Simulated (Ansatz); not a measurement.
SrIr₂ (cubic Laves, MgCu2 type)

```yaml
crystal:
  lattice:
    - [0.00000, 3.84847, 3.84847]
    - [3.84847, 0.00000, 3.84847]
    - [3.84847, 3.84847, 0.00000]
  atoms:
    - { symbol: Sr, position: [0.75000, 0.75000, 0.75000] }
    - { symbol: Sr, position: [0.50000, 0.50000, 0.50000] }
    - { symbol: Ir, position: [0.12500, 0.62500, 0.12500] }
    - { symbol: Ir, position: [0.12500, 0.12500, 0.12500] }
    - { symbol: Ir, position: [0.62500, 0.12500, 0.12500] }
    - { symbol: Ir, position: [0.12500, 0.12500, 0.62500] }
```

This relaxed cell (volume V₀) is scaled evenly in all directions, its shape held. Symmetry pins the atoms to their sites.

The numbers are results of r2SCAN (plane waves to 500 eV, PAW, scalar-relativistic; Ansatz, a quantum-chemistry and plane-wave program), not measurements. k mesh 11×11×11 (Γ-centred), Fermi-Dirac smearing 0.05 eV. Stress and pressure are positive under compression. Spin-orbit coupling is left out, though Ir is heavy. SrIr2 is run without spin polarisation. SrIr2 was relaxed with its symmetry unable to fall.

At one point of the scan the stress tensor (GPa) is:

```
  -10.3      0.0      0.0
    0.0    -10.3      0.0
    0.0      0.0    -10.3
```

Problem. Which point is it?
A) V/V₀ = 1.080
B) V/V₀ = 1.053
C) V/V₀ = 1.107
D) V/V₀ = 1.160

Solution. A, V/V₀ = 1.080

(Under strain, the slope of the energy per volume gives the stress and its curvature an elastic modulus.)
